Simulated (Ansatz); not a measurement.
In PBE in the plane-wave PAW code Ansatz, CuI in the trigonal phase (P3_121; Cu on 3a, I on 3b) relaxes to a = 5.357 Å, c = 10.059 Å. Cu has 2 nearest neighbours from 2.43 Å (linear); I has 2 nearest neighbours from 2.43 Å (bent). Against the elements it lies at -0.003 eV/atom, with no fitted shifts.

It is gapped at this level: 2.63 eV (indirect). The valence maximum lies on the Γ–M line, 96 % of the way from Γ and the conduction minimum at Γ. Electrons at the band edge weigh 0.45, 0.57, 0.57 mₑ (principal values). The magnetic state found is non-magnetic (starting moments vanished).

The start of the workflow was typed in or built on a structure type; neither database checked (COD, Materials Project) lists it. It is not the phase usual at ambient conditions (space group No. 216). The cell was relaxed with PBE under the symmetry of its start; whether a distortion lowers the energy is not shown. The workflow began spin-polarised and lost its moments. The volume moved by 63 % from the start of the relaxation. The references are the lowest solids computed at this level, not always the standard phases. Spin–orbit coupling is left out wherever it is not named.

Potentials: the earlier of the program's two PAW sets.
